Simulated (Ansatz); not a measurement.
# What settings do to one calculation: rocksalt alloy of KCl and KBr (1 of 8 Cl sites exchanged), 16 atoms with displaced atoms

Ansatz (PAW, plane waves), atoms fixed. The base input:

```yaml
crystal:
  lattice:
    - [12.560796, 0.000000, 0.000000]
    - [0.000000, 6.280398, 0.000000]
    - [0.000000, 0.000000, 6.280398]
  atoms:
    - { symbol: Cl, position: [0.251524, 0.997634, 0.002554] }
    - { symbol: Cl, position: [0.751594, 0.001086, 0.998490] }
    - { symbol: Cl, position: [0.999284, 0.497806, 0.002228] }
    - { symbol: Cl, position: [0.502222, 0.502435, 0.998135] }
    - { symbol: Cl, position: [0.000951, 0.998142, 0.499748] }
    - { symbol: Cl, position: [0.501094, 0.000349, 0.497864] }
    - { symbol: Cl, position: [0.247493, 0.496904, 0.497928] }
    - { symbol: K, position: [0.002414, 0.998858, 0.002807] }
    - { symbol: K, position: [0.499879, 0.005867, 0.004794] }
    - { symbol: K, position: [0.248531, 0.503637, 0.002411] }
    - { symbol: K, position: [0.752802, 0.502828, 0.003380] }
    - { symbol: K, position: [0.248125, 0.007922, 0.505160] }
    - { symbol: K, position: [0.749231, 0.996935, 0.495278] }
    - { symbol: K, position: [0.000305, 0.503835, 0.497039] }
    - { symbol: K, position: [0.498736, 0.495615, 0.494334] }
    - { symbol: Br, position: [0.749587, 0.500911, 0.499991] }
kpoints:
  mp_grid: { grid: [2, 2, 2], shift: [0.5, 0.5, 0.5] }
hamiltonian:
  xc: pbesol
scf:
  occupations: { method: fermi_dirac, width: 0.01 }
output:
  forces: true
  eigenvalues: true
  stress: true
  populations: true
```

Command:

```sh
ansatz run in.yaml --threads 8 --pin off --max-ram 13300MiB --runs-dir r --events-out ev --progress --plain
```

It converged in 7 iterations and 4.1 s of wall time on 8 threads of a Platinum 8259CL processor, on a host shared with other runs; peak host memory 1.1 GiB; largest force component 0.15 eV/Å, pressure 0.01 GPa. The cutoff was the default, 420 eV. The base isn't a converged reference: it has few k points, and its atoms are unrelaxed. Each run below changes the keys shown and caps the iterations.

```
run                                                      changed     ending  iterations  free energy less the base (meV per atom)  rms change of forces (eV/Å)  change of pressure (GPa)  wall time (s, shared host)
  1                         occupations tetrahedron, max_iter 60  converged           7                                       0.0                        0.000                      0.00                     3.5 CPU
  2                                       xc r2scan, max_iter 60  converged           6                                other zero                        0.017                      0.49                     7.9 CPU
  3  accuracy low (cutoff and grids as in the base), max_iter 80  converged           7                                       0.0                        0.000                      0.00                     4.5 CPU
  4                                 max_iter 50, total_charge -1  converged          19                                other zero                        0.019                      0.24                     6.3 CPU
  5               occupations cold, ecutrho_ratio 2, max_iter 90  converged           7                                       0.0                        0.000                      0.00                     2.7 CPU
  6                             dr2_threshold 1e-09, max_iter 80  converged           8                                       0.0                        0.000                      0.00                       3 CPU
```

«Other zero»: another functional, charge or dispersion term moves the zero of energy, so the difference says nothing of accuracy.

Q: Which changes leave the result alone, and which of the same physical model moves the forces most?

A: The forces move by under 0.002 eV/Å in runs 1, 3, 5, 6. Among the runs with the same functional, charge and dispersion term, none moves them by over 0.01 eV/Å.
